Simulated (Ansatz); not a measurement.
BaNiF6:
```cif
data_Ba3F18Ni3
_chemical_formula_sum 'Ba3 Ni3 F18'
_space_group_name_H-M_alt 'R-3m :H'
_space_group_IT_number 166
_space_group_name_Hall '-R 3 2"'
_cell_length_a 7.31984
_cell_length_b 7.31984
_cell_length_c 6.96541
_cell_angle_alpha 90.000
_cell_angle_beta 90.000
_cell_angle_gamma 120.000
loop_
_atom_site_label
_atom_site_type_symbol
_atom_site_symmetry_multiplicity
_atom_site_Wyckoff_symbol
_atom_site_fract_x
_atom_site_fract_y
_atom_site_fract_z
_atom_site_occupancy
Ba1 Ba 3 b 0.00000 0.00000 0.50000 1
Ni1 Ni 3 a 0.00000 0.00000 0.00000 1
F1 F 18 h 0.11258 0.22516 0.15179 1
```
(The calculation used a cell of 8 atoms; values per cell refer to that cell.)

Relaxed with r²SCAN.

Tabulate the valence density and the electron localisation function along the shortest Ba–F contact (2.80 Å), r²SCAN in the plane-wave PAW code Ansatz.



| distance from Ba (Å) | density (e/Å³) | ELF |
|---|---|---|
| 0.28 | 0.54 | 0.01 |
| 0.42 | 0.96 | 0.24 |
| 0.56 | 1.32 | 0.64 |
| 0.70 | 1.40 | 0.83 |
| 0.84 | 1.18 | 0.89 |
| 0.98 | 0.82 | 0.88 |
| 1.12 | 0.50 | 0.80 |
| 1.26 | 0.28 | 0.50 |
| 1.40 | 0.17 | 0.13 |
| 1.54 | 0.13 | 0.04 |
| 1.68 | 0.16 | 0.08 |
| 1.82 | 0.26 | 0.32 |
| 1.96 | 0.52 | 0.64 |
| 2.10 | 1.10 | 0.77 |
| 2.24 | 2.49 | 0.81 |
| 2.38 | 5.26 | 0.78 |
| 2.52 | 9.09 | 0.68 |

The density is the valence pseudo-density with augmentation charge, so density and ELF within about 1 Å of a nucleus are not all-electron values.

The first step of the workflow began from a Materials Project structure, measured or hypothetical; the Crystallography Open Database copy checked does not list it. Whether it is the stable phase at ambient conditions was not checked. The cell was relaxed with r²SCAN under the symmetry of its start; its stability against distortions is not shown here. The run is not spin-polarised. No Hubbard U is applied. Spin–orbit coupling is left out wherever it is not named.

Potentials: the later of the program's two PAW sets.
